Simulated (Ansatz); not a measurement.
Space group I4/mmm (No. 139). a = 4.841 Å, b = 4.841 Å, c = 16.948 Å, α = 90.00°, β = 90.00°, γ = 90.00°
```
atom site symmetry x y z
  Ca    4c mmm.  0.0000  0.5000  0.0000
  Ca    4e       4mm  0.0000  0.0000  0.3261
  Bi    4e       4mm  0.0000  0.0000  0.1363
```

Equation of state of this Ca2Bi structure (not necessarily the ground state), with shape and atoms relaxed at each volume where symmetry leaves them free. Level of theory: DFT r2SCAN, scalar-relativistic, plane waves, PAW (Ansatz 0.2.0).

Plane waves to 500 eV, a k mesh through Γ of 10×10×10 on the computed 6-atom cell and Gaussian smearing (0.01 eV); no spin polarisation.

| V (Å³/atom) | E − E(largest V) (meV/atom) | P (GPa) | gap on mesh (eV) |
| --- | --- | --- | --- |
| 31.111 | 2.43 | 2.37 | 0.13 |
| 32.104 | -8.20 | 1.09 | 0.16 |
| 33.097 | -11.48 | -0.01 | 0.18 |
| 34.090 | -8.45 | -0.95 | 0.19 |
| 35.082 | 0.00 | -1.76 | 0.20 |

Fit a third-order Birch–Murnaghan equation to E(V).

V0 = 33.09 Å³/atom, B0 = 34 GPa, B0' = 4.1.

Spin-orbit coupling is left out, which matters for the bands of heavy elements.